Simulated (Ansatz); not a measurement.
A crystal relaxed with r2SCAN in the PAW code Ansatz has space group I-4m2 (No. 119) and a = 3.649 Å, c = 15.256 Å.

```
atom  site       x       y       z
   N    2a  0.0000  0.0000  0.0000
  Xx    4f  0.0000  0.5000  0.0645
   P    4e  0.5000  0.5000  0.1574
  Xx    2d  0.5000  0.0000  0.2500
```

The r2SCAN gap is direct at Γ: 0.61 eV. The HSE06 gap is direct at Γ: 1.06 eV. Meshes: r2SCAN 10×10×10, HSE06 6×6×6.

Q: Which element is Xx?
A. Tl
B. In
C. Ga
D. B

A: C. Xx is Ga: Ga3P2N as one 6-atom ordering (I-4m2) on the zincblende lattice. N is surrounded by 4 Ga at 2.07 Å; Ga is surrounded by 2 N at 2.07 Å and 2 P at 2.31 Å; P is surrounded by 4 Ga at 2.31 Å; Ga is surrounded by 4 P at 2.31 Å.

Note: simulated data, non-magnetic, for a generated structure that need not be the stable one.
